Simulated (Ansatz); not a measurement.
Cs₂CaBr₄ in space group I4/mmm (No. 139; Cs on 4e, Ca on 2a, Br on 4e, Br on 4c), LDA (plane waves, PAW; program Ansatz). The conduction-band minimum lies at Γ, with 1 equivalent valley. Second derivatives d²E/dk² of the lowest band at one valley (eV·Å²), along Cartesian directions:

| direction | d²E/dk² |
|---|---|
| [100] | 22.93 |
| [010] | 22.93 |
| [001] | 21.07 |
| [110] | 22.93 |
| [101] | 22.00 |
| [011] | 22.00 |

Problem. Find the principal effective masses, the density-of-states mass and the conductivity mass.

Solution. Off-diagonal terms follow from H_xy = H[110] − (H_xx + H_yy)/2, and m*/mₑ = 7.620 eV·Å² over each eigenvalue: 0.33, 0.33, 0.36. One valley's DOS mass (m₁m₂m₃)^(1/3) = 0.34, conductivity mass 3/(Σ 1/mᵢ) = 0.34 mₑ.

Problem. What effective density of states Nc follows at 300 K for parabolic valleys?

Solution. Nc = 2.509e19 × 1 × (0.34)^(3/2) ≈ 5.0e18 cm⁻³.

The workflow started from a Materials Project entry (that database holds measured and hypothetical structures alike); the Crystallography Open Database copy checked does not list it. Whether it is the stable phase at ambient conditions was not checked. The LDA relaxation kept the symmetry of its start; whether a distortion lowers the energy is not shown. Spin–orbit coupling is left out wherever it is not named.

Potentials: the later of the program's two PAW sets.

Edges and masses are those of Kohn–Sham bands, whose gap is no quasiparticle gap.
